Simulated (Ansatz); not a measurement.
Be: what symmetry allows forces and stress to be

```xyz
2
Lattice="2.2995 0.0000 0.0000 -1.1498 1.9914 0.0000 0.0000 0.0000 3.6009" Properties=species:S:1:pos:R:3 pbc="T T T"
Be    0.0000    1.3276    1.0502
Be    1.1498    0.6638    2.7007
```

Method: DFT PBEsol, scalar-relativistic, plane waves, PAW (Ansatz).

Settings: cutoff 420 eV, Γ-centred mesh 18×18×10 on the computed 2-atom cell, Gaussian smearing of 0.10 eV; no spin polarisation.

This distorted cell has space group P-3m1, with 12 operations.

Q: Without a calculation: in which directions can each atom feel a force?

A: A force must be left unchanged by every operation that keeps its atom in place, so it lies in the space that those operations leave fixed. Atoms that the group maps onto each other feel forces of one size.
```
atom site symmetry operations at the site equivalent to atom allowed force (Cartesian)
 Be1            3m.                       6                   1   along (0.00, 0.00, 1.00)
 Be2            3m.                       6                   1   along (0.00, 0.00, 1.00)
```

That leaves 1 independent force component of 6. A relaxation in this cell that keeps the symmetry moves the atoms in these directions alone.

Q: And the stress tensor?

A: It must be invariant under the point group, which leaves 2 independent components: yz, xz, xy vanish; xx = yy.

Q: Do the computed values obey this?

A: Yes. Forces (eV/Å):
```
Be1  0.000  0.000 -1.108
Be2  0.000  0.000  1.108
```

Stress (GPa, compression positive, xx yy zz yz xz xy): -5.57 -5.57 -0.73 0.00 0.00 0.00. The program imposes the same operations on density, forces and stress, so this confirms the analysis and is no independent test of the calculation.